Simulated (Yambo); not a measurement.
Absorption of MoS₂ (space group R3m, No. 160) with and without the electron-hole interaction (Yambo, PBEsol bands; 6×6×6 mesh, 8 valence and 8 conduction bands, static screening with 68 bands and a 4 Ry block, scissor 0.41 eV, Tamm-Dancoff; field along x). Axes are Cartesian, with cell vectors (Å) (1.58, 0.91, 6.00), (-1.58, 0.91, 6.00), (0.00, -1.82, 6.00).

```tsv
E (eV)	Im ε, BSE	Im ε, independent quasiparticles
0.81	0.69	0.49
0.91	0.78	0.54
1.01	0.89	0.61
1.11	1.04	0.68
1.21	1.24	0.78
1.31	1.52	0.90
1.41	1.95	1.05
1.51	2.67	1.27
1.61	3.99	1.58
1.71	6.61	2.08
1.81	10.1	2.93
1.91	11.8	4.56
2.01	10.7	7.79
2.11	7.89	11.2
2.22	7.23	11.5
2.32	8.62	9.47
2.42	11.4	7.36
2.52	15.4	7.31
2.62	21.4	8.65
2.72	26.8	11.6
2.82	27.1	16.0
2.92	25.4	19.8
3.02	28.3	21.4
3.12	31.0	22.3
3.22	28.7	24.0
3.32	26.2	25.8
3.42	22.9	25.1
3.52	20.8	23.6
3.63	20.4	21.9
3.73	20.1	20.4
3.83	18.5	19.4
3.93	17.1	19.2
4.03	15.9	19.1
4.13	14.2	17.9
4.23	12.9	16.5
4.33	13.4	14.7
4.43	13.0	14.3
4.53	12.5	14.5
4.63	11.8	14.2
4.73	10.4	13.6
4.83	9.55	13.4
4.93	9.69	12.3
5.04	11.1	10.8
5.14	12.8	10.6
```

The scissor comes from a G0W0 run whose convergence isn't established. Broadening 0.15 eV. The band window holds all transitions up to 5.2 eV. Fine structure above the onset can come from the mesh.

Spin-orbit coupling is included.

Geometry relaxed with PBE+D3(BJ); primitive cell a = 6.267 Å, b = 6.267 Å, c = 6.267 Å, α = 29.15°, β = 29.15°, γ = 29.15°.
